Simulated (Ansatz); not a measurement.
GaN:
```
CELL_PARAMETERS angstrom
      3.13669     0.00000     0.00000
     -1.56835     2.71646     0.00000
      0.00000     0.00000     7.39584
ATOMIC_POSITIONS crystal
  Ga 0.50000 0.50000 0.16667
  Ga 0.50000 0.00000 0.50000
  Ga 0.00000 0.50000 0.83333
  N  0.50000 0.50000 0.66667
  N  0.50000 0.00000 0.00000
  N  0.00000 0.50000 0.33333
```

PBE+D3(BJ) (plane waves, PAW; program Ansatz) gives a gap of 1.38 eV without spin–orbit coupling, maximum at A, minimum at Γ.

### Question
What happens when spin–orbit coupling is switched on?

### Answer
The gap stays essentially unchanged, to 1.38 eV; maximum at A, minimum at Γ.

### Question
Give the electron effective mass with spin–orbit coupling.

### Answer
0.13 mₑ (isotropic).

### Question
Give the hole effective mass with spin–orbit coupling.

### Answer
0.47, 0.47, 1.1 mₑ (principal values).

Space group P6_422. The start of the workflow was typed in or built on a structure type; neither database checked (COD, Materials Project) lists it. It is not the phase usual at ambient conditions (space group No. 186, 216). The cell was relaxed with PBE+D3(BJ) under the symmetry of its start; whether a distortion lowers the energy is not shown. The volume moved by -22 % from the start of the relaxation.

Potentials: the later of the program's two PAW sets.
